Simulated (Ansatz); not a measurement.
## Lu$_{2}$AlGe$_{2}$ in Ansatz, relaxation

Input:

```yaml
crystal:
  lattice:
    - [0.0, 0.0, 4.015641]
    - [4.223399, -2.84136, 2.007821]
    - [4.223399, 2.84136, -2.007821]
  atoms:
    - { symbol: Lu, position: [0.5, 0.71113, 0.71113] }
    - { symbol: Lu, position: [0.5, 0.28887, 0.28887] }
    - { symbol: Ge, position: [0.7893, 0.7107, 0.2893] }
    - { symbol: Ge, position: [0.2107, 0.2893, 0.7107] }
    - { symbol: Al, position: [0.0, 0.0, 0.0] }
  symmetry: { tolerance: 0.0003 }
kpoints:
  mp_grid: { grid: [6, 6, 6], shift: [0, 0, 0] }
magnetization:
  spin_polarized: false
scf:
  occupations: { method: cold, width: 0.0118 }
  lower_state_search: "off"
hamiltonian:
  pseudopotentials: { kind: paw }
  xc: pbe
basis:
  ecutwfc: 420
  fft_grid_basis: typed
relax:
  max_steps: 80
  cell: { p_target: 0.0 }
output:
  forces: true
  stress: true
  eigenvalues: true
  bader: true
  populations: true
  elf: true
  write_potential: true
  volumetric_format: npy
  dos:
    e_range: [-12, 8]
    de: 0.05
    projected: { site_lists: { Al: [Al], Ge: [Ge], Lu: [Lu] } }
checkpoint:
  read: saved_state
```

Run with:

```bash
ansatz run input.yaml --threads 2 --pin off --max-ram 3584MiB --backend cpu --events-out ev --progress --plain --runs-dir out
```

Origin of the cell: a known structure type with other elements, at an estimated volume, so it need not be a known compound.

The saved state is a converged single point of the same cell.

Steps («new basis» is an SCF on plane waves selected anew at the same cell):

```tsv
step	ΔF (meV/atom)	max force component (eV/Å)	P (GPa)	volume (Å³)	SCF iterations	step was
1	0.0	0.894	4.98	96.38	7	accepted
2	-23.3	0.253	-1.20	103.11	9	accepted
3	-28.2	0.104	-0.10	101.71	7	accepted
4	-28.5	0.016	0.03	101.52	7	accepted
5	-28.5	0.003	0.02	101.53	7	accepted
6	-28.9	0.003	0.04	101.53	9	new basis
7	-28.9	0.000	0.00	101.58	5	accepted
8	-28.9	0.000	0.00	101.58	7	new basis
```

Step 1, with forces in eV/Å:

```xyz
5
Lattice="0.000 0.000 4.016 4.223 -2.841 2.008 4.223 2.841 -2.008" Properties=species:S:1:pos:R:3:forces:R:3 pbc="T T T" step=1
Lu    6.007    0.000    2.008    0.196    0.000    0.000
Lu    2.440    0.000    2.008   -0.196    0.000    0.000
Ge    4.223   -1.197    4.016    0.000   -0.894    0.000
Ge    4.223    1.197    0.000    0.000    0.894    0.000
Al    0.000    0.000    0.000    0.000    0.000    0.000
```

Step 2, with forces in eV/Å:

```xyz
5
Lattice="0.000 0.000 4.044 4.297 -2.968 2.022 4.297 2.968 -2.022" Properties=species:S:1:pos:R:3:forces:R:3 pbc="T T T" step=2
Lu    6.158    0.000    2.022   -0.187    0.000    0.000
Lu    2.435    0.000    2.022    0.187    0.000    0.000
Ge    4.297   -1.256    4.044    0.000   -0.253    0.000
Ge    4.297    1.256    0.000    0.000    0.253    0.000
Al    0.000    0.000    0.000    0.000    0.000    0.000
```

Step 3, with forces in eV/Å:

```xyz
5
Lattice="0.000 0.000 4.065 4.219 -2.965 2.032 4.219 2.965 -2.032" Properties=species:S:1:pos:R:3:forces:R:3 pbc="T T T" step=3
Lu    6.007    0.000    2.032    0.050    0.000    0.000
Lu    2.431    0.000    2.032   -0.050    0.000    0.000
Ge    4.219   -1.275    4.065    0.000   -0.104    0.000
Ge    4.219    1.275    0.000    0.000    0.104    0.000
Al    0.000    0.000    0.000    0.000    0.000    0.000
```

Step 4, with forces in eV/Å:

```xyz
5
Lattice="0.000 0.000 4.055 4.228 -2.961 2.027 4.228 2.961 -2.027" Properties=species:S:1:pos:R:3:forces:R:3 pbc="T T T" step=4
Lu    6.024    0.000    2.027    0.006    0.000    0.000
Lu    2.432    0.000    2.027   -0.006    0.000    0.000
Ge    4.228   -1.279    4.055    0.000   -0.016    0.000
Ge    4.228    1.279    0.000    0.000    0.016    0.000
Al    0.000    0.000    0.000    0.000    0.000    0.000
```

Step 8, with forces in eV/Å:

```xyz
5
Lattice="0.000 0.000 4.052 4.229 -2.964 2.026 4.229 2.964 -2.026" Properties=species:S:1:pos:R:3:forces:R:3 pbc="T T T" step=8
Lu    6.026    0.000    2.026    0.000    0.000    0.000
Lu    2.432    0.000    2.026    0.000    0.000    0.000
Ge    4.229   -1.281    4.052    0.000    0.000    0.000
Ge    4.229    1.281    0.000    0.000    0.000    0.000
Al    0.000    0.000    0.000    0.000    0.000    0.000
```

| Quantity | Value |
| --- | --- |
| Free energy lowered by | 28.9 meV/atom |
| Volume change | 5.40 % |
| Final pressure | 0.00 GPa |
| Relaxation steps listed | 8 |
| Formation energy (elements under the same functional, gases as molecules, uncorrected) | -0.663 eV/atom |

Caveats: no moments, though an odd count or open d shells may carry them; no spin-orbit coupling, though heavy elements are present; the k mesh is coarse if the cell is a metal; the relaxation held the start's symmetry, so the end may be a saddle point.

Time: 110 s on 2 threads of Arm Neoverse V1, on a shared host, peak memory 0.53 GiB, from a saved density.
